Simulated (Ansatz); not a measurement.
# Bi6O: rattling a relaxed structure

The structure comes from a proposed guess, relaxed at this level; another structure or a mixture of phases may lie lower.

All numbers below come from DFT PBE, scalar-relativistic, plane waves, PAW in Ansatz 0.2.0. Plane waves to 420 eV, a k mesh through Γ of 6×6×6 on the computed 7-atom cell and Gaussian smearing (0.10 eV); no spin polarisation.

The cell below (7 atoms, space group R-3 (No. 148)) is relaxed within its symmetry.

```xyz
7
Lattice="3.1220 1.8025 5.7352 -3.1220 1.8025 5.7352 0.0000 -3.6050 5.7352" Properties=species:S:1:pos:R:3 pbc="T T T"
Bi    2.0239   -0.1496    7.1842
Bi   -1.1415   -1.6779    7.1842
Bi   -0.8824    1.8275    7.1842
Bi    0.8824   -1.8275   10.0215
Bi    1.1415    1.6779   10.0215
Bi   -2.0239    0.1496   10.0215
O     0.0000    0.0000    0.0000
```

For the test it was strained at random (σ = 1.5 % a component), the atoms were moved at random (σ = 0.15 Å), and all was relaxed again on a 6×6×6 mesh (in the run’s order of axes) with 0.20 eV smearing, with no symmetry imposed.

These runs have no spin–orbit coupling, which can matter for Bi.

**Question.** What happens?

**Answer.** It doesn't return. The energy falls by 57 meV/atom on that mesh, the volume changes by 8.7 %, and the end has space group R3 (No. 146) at a loose tolerance. Relaxed again on a 6×6×6 mesh with 0.10 eV smearing, the new structure lies 57 meV/atom below the first (mesh in the axes of the run's cell; the cell below is made exact in the group named). Space group R3 (No. 146), trigonal, a = 6.397 Å, c = 17.837 Å. Bi on its first site has 6 Bi at 3.30–3.39 Å, 1 O at 3.67 Å, 4 Bi at 3.75–3.95 Å and 1 O at 3.97 Å; around Bi on its second site lie 1 O at 2.29 Å, 2 Bi at 3.30–3.39 Å and 10 Bi at 3.60–3.95 Å; around O lie 3 Bi at 2.29 Å, 3 Bi at 3.67 Å and 3 Bi at 3.97 Å.

```cif
data_structure
_symmetry_space_group_name_H-M 'P 1'
_symmetry_Int_Tables_number 1
_cell_length_a 6.9995
_cell_length_b 6.9995
_cell_length_c 6.9995
_cell_angle_alpha 54.385
_cell_angle_beta 54.385
_cell_angle_gamma 54.385
_cell_volume 210.73
loop_
_atom_site_label
_atom_site_type_symbol
_atom_site_fract_x
_atom_site_fract_y
_atom_site_fract_z
_atom_site_occupancy
Bi1 Bi 0.48259 0.90662 0.33124 1
Bi2 Bi 0.33124 0.48259 0.90662 1
Bi3 Bi 0.90662 0.33124 0.48259 1
Bi4 Bi 0.08002 0.73021 0.42372 1
Bi5 Bi 0.73021 0.42372 0.08002 1
Bi6 Bi 0.42372 0.08002 0.73021 1
O1 O 0.04523 0.04523 0.04523 1
```
